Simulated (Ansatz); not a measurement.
LiH (rock salt), relaxed and computed with several functionals in Ansatz (plane waves, PAW).

```
functional  a (Å)  gap (eV)  B₀ by P(V) fit (GPa)
----------  -----  --------  --------------------
HSE06           …         …                     …
PBE         4.007      2.98                  36.4
r²SCAN      4.005      3.63                  36.2
LDA         3.910      2.54                  40.6
```

Q: Fill in the missing entries.

A: 
- HSE06, a (Å): 3.986
- HSE06, gap (eV): 3.96
- HSE06, B₀ by P(V) fit (GPa): 37.6

All cells were relaxed under the symmetry of their starts (and spin orders); stability against distortions was not tested throughout.

Potentials: the later of the program's two PAW sets.

Ansatz (a first-principles code) is a plane-wave DFT program.
